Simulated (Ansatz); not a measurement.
# Relaxation of TaCuN$_{2}$

Level of theory: DFT PBEsol, scalar-relativistic, plane waves, PAW in Ansatz 0.2.0. Run with 420 eV cutoff, 12×12×12 k-mesh, Gaussian smearing of 0.02 eV, no spin polarisation.

What was changed: relaxed at -3 GPa.

Spin–orbit coupling is left out, which can shift energies with elements as heavy as these.

Command:

```bash
ansatz run input.yaml --threads 1 --pin off --max-ram 2560MiB --backend cpu --events-out ev --progress --plain --runs-dir out
```

Input:

```yaml
crystal:
  lattice:
    - [1.575566153, 0.9096535426, 5.8356367298]
    - [-1.575566153, 0.9096535426, 5.8356367298]
    - [0.0, -1.8193070852, 5.8356367298]
  atoms:
    - { symbol: Ta, position: [0.5, 0.5, 0.5] }
    - { symbol: Cu, position: [0.0, 0.0, 0.0] }
    - { symbol: "N", position: [0.1055680834, 0.1055680834, 0.1055680834] }
    - { symbol: "N", position: [0.8944319166, 0.8944319166, 0.8944319166] }
basis:
  ecutwfc: 420
kpoints:
  mp_grid: { grid: [12, 12, 12] }
hamiltonian:
  xc: pbesol
scf:
  occupations: { method: gaussian, width: 0.02 }
output:
  forces: true
  stress: true
  eigenvalues: true
relax:
  adjacent_minimum: "off"
  f_tol: 0.008
  max_steps: 50
  cell: { stress_tol: 0.08, p_target: -3.0 }
```

F is the free energy. Steps run on the plane waves of an earlier cell, but the last one, and at times one on the way, on a freshly chosen basis, so a repeated geometry can differ a little in energy. The relaxation lowers the enthalpy F + PV at the target pressure, so F itself can rise.

Steps:

```csv
step,F − F(1) (eV),largest force component (eV/Å),V (Å³/atom),P (GPa)
1,0.0000,0.197,12.546,-6.27
2,-0.0239,0.120,12.355,-2.57
3,-0.0221,0.041,12.383,-3.13
4,-0.0230,0.002,12.372,-2.99
5,-0.0213,0.002,12.372,-3.04
```

Relaxed structure:

```cif
data_structure
_symmetry_space_group_name_H-M 'P 1'
_symmetry_Int_Tables_number 1
_cell_length_a 6.0752
_cell_length_b 6.0752
_cell_length_c 6.0752
_cell_angle_alpha 29.946
_cell_angle_beta 29.946
_cell_angle_gamma 29.946
_cell_volume 49.49
loop_
_atom_site_label
_atom_site_type_symbol
_atom_site_fract_x
_atom_site_fract_y
_atom_site_fract_z
_atom_site_occupancy
Ta1 Ta 0.50000 0.50000 0.50000 1
Cu1 Cu 0.00000 0.00000 0.00000 1
N1 N 0.10581 0.10581 0.10581 1
N2 N 0.89419 0.89419 0.89419 1
```

It takes space group R-3m (No. 166, trigonal). Conventional cell: a = 3.139 Å, b = 3.139 Å, c = 17.396 Å, α = 90.00°, β = 90.00°, γ = 120.00°. Around Ta (site symmetry -3m) lie 6 N at 2.10 Å. Cu (site symmetry -3m) has 2 N at 1.84 Å as nearest neighbours. N (site symmetry 3m) is surrounded by 1 Cu at 1.84 Å and 3 Ta at 2.10 Å.

The run converged. Time: 57 s on 1 thread of Intel(R) Xeon(R) Platinum 8488C (Sapphire Rapids), on a shared host, peak memory 0.54 GiB.